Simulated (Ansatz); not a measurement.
**Structures of Tl$_{2}$Br: which is lowest?**

Plane-wave DFT in Ansatz with scalar-relativistic PAW potentials, cutoff 420 eV, Γ-centred meshes chosen by cell and gap, Gaussian smearing with energies taken to zero width. Every cell was relaxed (cell and atoms) in a run of its own, within the symmetry of its start. Functional: PBE.

Relaxed structures (starts from databases or built by putting these elements on another compound's sites):
A. R-3m, 3 atoms in the computed cell, a = 4.000 Å, c = 22.264 Å; sites (symmetry × multiplicity) Tl 3m × 6, Br -3m × 3; start: built
B. P6/mmm, 3 atoms in the computed cell, a = 5.592 Å, c = 3.709 Å; sites (symmetry × multiplicity) Tl -6m2 × 2, Br 6/mmm × 1; start: built

Rank them by energy. Could pressure change the order?

```tsv
structure	group	E − E(lowest) (meV/atom)	V (Å³/atom)	gap on mesh (eV)
A	R-3m	0.0	34.28	0.00
B	P6/mmm	129	33.48	0.00
```

A is lowest, 129 meV/atom under B. The two lowest differ in volume by under 3 %, too little for a first-order estimate of what pressure does to that pair (other pairs aren't weighed here); with rigid cells even 3 % in favour of the higher one would need about 20 GPa. Other structures may lie lower than all of these, and vibrations aren't counted.

Spin-orbit coupling is left out, which matters for the bands of heavy elements. Spin polarisation was left out, and a magnetic state may lie lower. For Tl, Pb and Bi spin-orbit coupling shifts energies too.